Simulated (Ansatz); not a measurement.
Given:

MgInCu$_{4}$:
```cif
data_Cu16In4Mg4
_chemical_formula_sum 'Mg4 In4 Cu16'
_space_group_name_H-M_alt 'F-43m'
_space_group_IT_number 216
_space_group_name_Hall 'F -4 2 3'
_cell_length_a 6.98418
_cell_length_b 6.98418
_cell_length_c 6.98418
_cell_angle_alpha 90.000
_cell_angle_beta 90.000
_cell_angle_gamma 90.000
loop_
_atom_site_label
_atom_site_type_symbol
_atom_site_symmetry_multiplicity
_atom_site_Wyckoff_symbol
_atom_site_fract_x
_atom_site_fract_y
_atom_site_fract_z
_atom_site_occupancy
Mg1 Mg 4 a 0.00000 0.00000 0.00000 1
In1 In 4 c 0.25000 0.25000 0.25000 1
Cu1 Cu 16 e 0.62529 0.62529 0.62529 1
```
(The calculation used a cell of 6 atoms; values per cell refer to that cell.)

This is the r²SCAN-relaxed structure.

Task: All from r²SCAN (plane waves, PAW; program Ansatz), unless another level is named. Estimate the density of states at the Fermi level.

Result: 0.45 states/eV per atom (mean over ±0.08 eV).

Task: What about the formation energy from the elements (no fitted shifts)?

Result: -0.12 eV/atom.

The first step of the workflow began from a Materials Project structure, measured or hypothetical; the Crystallography Open Database files this formula in space group No. 216, but the cells were not matched. Its standing as an ambient phase is unchecked. The r²SCAN relaxation kept the symmetry of its start; whether a distortion lowers the energy is not shown. No spin polarisation was allowed. The references are the lowest solids computed at this level, not always the standard phases. Scalar-relativistic: spin–orbit coupling is off unless named, which matters more the heavier the elements.

Potentials: the later of the program's two PAW sets.
